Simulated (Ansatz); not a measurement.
SnO$_{2}$:
```cif
data_O4Sn2
_chemical_formula_sum 'Sn2 O4'
_space_group_name_H-M_alt 'P42/mnm'
_space_group_IT_number 136
_space_group_name_Hall '-P 4n 2n'
_cell_length_a 4.76921
_cell_length_b 4.76921
_cell_length_c 3.21199
_cell_angle_alpha 90.000
_cell_angle_beta 90.000
_cell_angle_gamma 90.000
loop_
_atom_site_label
_atom_site_type_symbol
_atom_site_symmetry_multiplicity
_atom_site_Wyckoff_symbol
_atom_site_fract_x
_atom_site_fract_y
_atom_site_fract_z
_atom_site_occupancy
Sn1 Sn 2 a 0.00000 0.00000 0.00000 1
O1 O 4 g 0.19371 0.19371 0.50000 1
```

Relaxed with PBEsol.

Give the optical modes at the zone centre with their infrared activity from DFPT, DFT-PBEsol in the program Ansatz with PAW potentials.

Transverse frequencies, without the LO–TO term; a row sums one degenerate level.

| ω (cm⁻¹) | degeneracy | IR ((D/Å)²/amu) | activity | symmetry |
|---|---|---|---|---|
| 104 | 1 | 0.00 | IR-inactive | B1g |
| 143 | 1 | 0.00 | IR-inactive | B1u |
| 220 | 2 | 19.72 | IR | Eu |
| 271 | 2 | 4.82 | IR | Eu |
| 342 | 1 | 0.00 | IR-inactive | A2g |
| 448 | 1 | 37.89 | IR | A2u |
| 454 | 2 | 0.00 | IR-inactive | Eg |
| 545 | 1 | 0.00 | IR-inactive | B1u |
| 576 | 2 | 45.06 | IR | Eu |
| 608 | 1 | 0.00 | IR-inactive | A1g |
| 733 | 1 | 0.00 | IR-inactive | B2g |

How high does the top mode go among those that the LO–TO term moves?

710 cm⁻¹ for q along x, 710 cm⁻¹ for q along y, 653 cm⁻¹ for q along z.

Space group P4_2/mnm (rutile). The cell was relaxed with PBEsol under the symmetry of its start; of distortions, only those at the zone centre were tested. Spin–orbit coupling is left out wherever it is not named.

Potentials: the later of the program's two PAW sets.
